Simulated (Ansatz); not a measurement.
Cell and atoms are relaxed with the symmetry kept. Start:

```
CELL_PARAMETERS angstrom
2.82995 -4.59971 0.00561
2.82995 4.59971 0.00561
-2.22792 0.00000 8.66576
ATOMIC_POSITIONS crystal
Li 0.04791 0.70048 0.43984
Li 0.77343 0.54386 0.04266
Li 0.33080 0.66920 0.25000
Li 0.70048 0.04791 0.93984
Li 0.54386 0.77343 0.54266
Li 0.45614 0.22657 0.45734
Li 0.29952 0.95209 0.06016
Li 0.66920 0.33080 0.75000
Li 0.22657 0.45614 0.95734
Li 0.95209 0.29952 0.56016
Nb 0.91254 0.08746 0.25000
Nb 0.08746 0.91254 0.75000
O 0.98825 0.32739 0.10611
O 0.20164 0.42632 0.41193
O 0.32739 0.98825 0.60611
O 0.42632 0.20164 0.91193
O 0.11484 0.88516 0.25000
O 0.88516 0.11484 0.75000
O 0.57368 0.79836 0.08807
O 0.67261 0.01175 0.39389
O 0.79836 0.57368 0.58807
O 0.01175 0.67261 0.89389
```

The calculation used Ansatz, DFT r2SCAN, scalar-relativistic, plane waves, PAW.

Plane waves to 500 eV, a k mesh through Γ of 6×6×4 on the computed 22-atom cell and Gaussian smearing (0.02 eV); no spin polarisation.

Question: What does it relax to?

Answer: The volume rises by 0.01 Å³/atom to 10.27 Å³/atom, and the energy changes by under 0.1 meV/atom. Final structure:
```xyz
22
Lattice="2.8297 -4.6038 0.0074 2.8297 4.6038 0.0074 -2.2223 0.0000 8.6685" Properties=species:S:1:pos:R:3 pbc="T T T"
Li    1.1485    2.9951    3.8215
Li    3.6316   -1.0459    0.3757
Li    2.2741    1.5592    2.1745
Li    0.0374   -2.9951    8.1558
Li    2.5204    1.0459    4.7100
Li    0.9166   -1.0459    3.9733
Li    3.3997    2.9951    0.5275
Li    1.1629   -1.5592    6.5088
Li   -0.1946    1.0459    8.3076
Li    2.2885   -2.9951    4.8618
Nb    2.2741   -3.8004    2.1745
Nb    1.1629    3.8004    6.5088
O     3.4897   -3.0430    0.9327
O     0.8588    1.0337    3.5781
O     2.3785    3.0430    5.2670
O    -0.2524   -1.0337    7.9124
O     2.2741    3.5470    2.1745
O     1.1629   -3.5470    6.5088
O     3.6894    1.0337    0.7709
O     1.0585   -3.0430    3.4163
O     2.5783   -1.0337    5.1052
O    -0.0527    3.0430    7.7506
```

Course of the relaxation (steps run on the plane waves of an earlier cell, and the basis is chosen afresh near the end, so energy and pressure can step there; trial steps that raised the energy were taken back; energies are free energies):

```csv
step,E − E_final (meV/atom),largest force component (eV/Å),P (GPa),V (Å³/atom)
1,0.1,0.036,0.08,10.26
2,0.0,0.021,0.01,10.27
3,0.0,0.007,-0.03,10.28
4,0.0,0.017,0.00,10.27
5,0.0,0.003,0.00,10.27
6,0.0,0.003,0.00,10.27
```

Cost: 1 run of about 21 core-minutes, on Intel Xeon Processor @ 2.50GHz (Skylake/Cascade Lake) (shared hosts).